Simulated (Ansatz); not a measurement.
## What settings do to one calculation: Te started on a N site next to Te started on a N site in zincblende GaN, 16 atoms, charge +1

Ansatz (PAW, plane waves), atoms fixed. The base input:

```yaml
crystal:
  lattice:
    - [8.996242, 0.000000, 0.000000]
    - [0.000000, 4.498121, 0.000000]
    - [0.000000, 0.000000, 4.498121]
  atoms:
    - { symbol: Ga, position: [0.993980, 0.012795, 0.997225] }
    - { symbol: Ga, position: [0.505251, 0.034647, 0.999713], spin: 0.125 }
    - { symbol: Ga, position: [0.253847, 0.490815, 0.014749], spin: 0.125 }
    - { symbol: Ga, position: [0.754286, 0.507156, 0.993723], spin: 0.125 }
    - { symbol: Ga, position: [0.246433, 0.023324, 0.497636], spin: 0.125 }
    - { symbol: Ga, position: [0.744365, 0.975797, 0.517396], spin: 0.125 }
    - { symbol: Ga, position: [0.019953, 0.490561, 0.480598] }
    - { symbol: Ga, position: [0.493101, 0.491880, 0.494941], spin: 0.125 }
    - { symbol: N, position: [0.118568, 0.261436, 0.270596] }
    - { symbol: N, position: [0.859900, 0.757693, 0.256271] }
    - { symbol: N, position: [0.365897, 0.243020, 0.754026] }
    - { symbol: N, position: [0.877549, 0.251406, 0.729375] }
    - { symbol: N, position: [0.129708, 0.741778, 0.748585] }
    - { symbol: N, position: [0.629908, 0.751299, 0.730960] }
    - { symbol: Te, position: [0.639337, 0.268947, 0.257669], spin: 0.125 }
    - { symbol: Te, position: [0.388980, 0.761884, 0.234848], spin: 0.125 }
  symmetry: { detect: false }
kpoints:
  mp_grid: { grid: [1, 1, 1], shift: [0.25, 0.25, 0.25] }
hamiltonian:
  xc: pbesol
total_charge: 1
magnetization:
  spin_polarized: true
scf:
  occupations: { method: fermi_dirac, width: 0.01 }
output:
  forces: true
  eigenvalues: true
  populations: true
  charged_corrections: { epsilon: 9.7 }
```

Command:

```sh
ansatz run in.yaml --threads 2 --pin off --max-ram 20900MiB --runs-dir r --events-out ev --progress --plain
```

It converged in 14 iterations and 4.8 s of wall time on 2 threads of an EPYC 7R13 processor, on a host shared with other runs; peak host memory 0.69 GiB; largest force component 19.58 eV/Å. The cutoff was the default, 420 eV. The base isn't a converged reference: it has few k points, and its atoms are unrelaxed, some of them close together. Each run below changes the keys shown and caps the iterations.

| run | changed | ending | iterations | free energy less the base (meV per atom) | rms change of forces (eV/Å) | change of pressure (GPa) | wall time (s, shared host) |
| --- | --- | --- | --- | --- | --- | --- | --- |
| 1 | mixing algorithm linear, max_iter 70, k points the single k point (½, ½, ½) | refused | – | – | – | – | – |
| 2 | max_iter 4 | not converged | – | – | – | – | – |
| 3 | dispersion rvv10, width 0.1 eV, max_iter 90 | refused | – | – | – | – | – |
| 5 | xc_grid 3 (2 is the default), max_iter 50, k points a 2×2×2 mesh centred on Γ | converged | 13 | -51.6 | 0.558 | – | 16 GPU |
| 6 | ecutwfc 180 eV, max_iter 14 | converged | 14 | 11702.7 | 1.637 | – | 2 CPU |

Runs with exact exchange count the iterations of all their loops.

Runs lost to time or memory, or doubtful for a known weakness of the program, are left out.

Q: Which changes leave the result alone, and which of the same physical model moves the forces most?

A: None leaves the forces within 0.002 eV/Å. Run 6 (ecutwfc 180 eV, max_iter 14) moves them most among the runs with the same functional, charge and dispersion term, by 1.637 eV/Å.

Q: Why did some runs give no result?

A: - run 1: YAML parse error: error: line 33 column 24: unknown variant `linear`, expected one of auto, anderson, broyden, msr1
- run 2: did not converge after 4 iterations: dr2 = 8.04e-2 (threshold 1.00e-7), under the density mixer `msr1`, which `scf.mixing.algorithm: auto` chose by the deck's other keys (type `scf.mixing.algorithm: msr1` to keep it);
- run 3: inconsistent input (hamiltonian.dispersion, hamiltonian.xc): `dispersion: rvv10` has no transferable b for PBE exchange — Sabatini et al. (2013) fitted b=6.3 to rPW86, and the PBE refits of Peng & Perdew (2017) are task-dependent (b=6.6 S22 / b=10.0 layered). …
